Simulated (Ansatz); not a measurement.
The relaxed structure here is a generated cell of Ga: the first start was made by placing the elements on the sites of a structure type, and the end was not matched to a known phase here, so it may be hypothetical. Known forms of Ga include space group No. 64.

One stationary structure of Ga. Computed with r2SCAN (plane waves to 500 eV, PAW, scalar-relativistic; Ansatz, a first-principles code).

```
CELL_PARAMETERS angstrom
     -1.81239     1.81239     1.38059
      1.81239    -1.81239     1.38059
      1.81239     1.81239    -1.38059
ATOMIC_POSITIONS crystal
  Ga 0.00000 0.00000 0.00000
```

### Question
Determine the symmetry and give the standard cell with its independent sites.

### Answer
Space group I4/mmm (No. 139); a = b = 3.625 Å, c = 2.761 Å, α = β = γ = 90.00°

```json
[
 {"atom": "Ga", "site": "2a", "symmetry": "4/mmm", "x": "0.0000", "y": "0.0000", "z": "0.0000"}
]
```

This is the AFLOW prototype A_tI2_139_a (A_a).

### Question
Give the shortest distances between elements (the closest pairs, up to four, under 3.6 Å).

### Answer
Ga–Ga 2.76 Å.

The volume per atom comes out as 18.14 Å³. The band gap is no gap (metallic).

No spin polarisation in the result.

The run could not lose the symmetry of its start, so the end can be a saddle point.
